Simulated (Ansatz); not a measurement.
Starting structure of a cell relaxation (symmetry kept):

```cif
data_structure
_symmetry_space_group_name_H-M 'Fm-3m'
_symmetry_Int_Tables_number 225
_cell_length_a 4.9500
_cell_length_b 4.9500
_cell_length_c 4.9500
_cell_angle_alpha 90.000
_cell_angle_beta 90.000
_cell_angle_gamma 90.000
_cell_volume 121.29
loop_
_atom_site_label
_atom_site_type_symbol
_atom_site_symmetry_multiplicity
_atom_site_Wyckoff_symbol
_atom_site_fract_x
_atom_site_fract_y
_atom_site_fract_z
_atom_site_occupancy
Pb1 Pb 4 a 0.00000 0.00000 0.00000 1
```

These are results of Ansatz 0.2.0, DFT r2SCAN, scalar-relativistic, plane waves, PAW, not measurements.

Cutoff 500 eV; k points 14×14×14 on the computed 1-atom cell (Γ-centred); Gaussian smearing, width 0.10 eV; no spin polarisation.

What does it relax to?

The volume goes up by 0.84 Å³/atom to 31.17 Å³/atom, and the energy falls by 3.3 meV/atom. Final structure:
Space group Fm-3m (No. 225). a = 4.996 Å, b = 4.996 Å, c = 4.996 Å, α = 90.00°, β = 90.00°, γ = 90.00°
```tsv
atom	site	symmetry	x	y	z
Pb	4a	m-3m	0.0000	0.0000	0.0000
```

Spin–orbit coupling is left out, which can shift energies with elements as heavy as these.

Cost: 1 run of about 0.32 core-minutes, on Arm Neoverse V2 (shared hosts).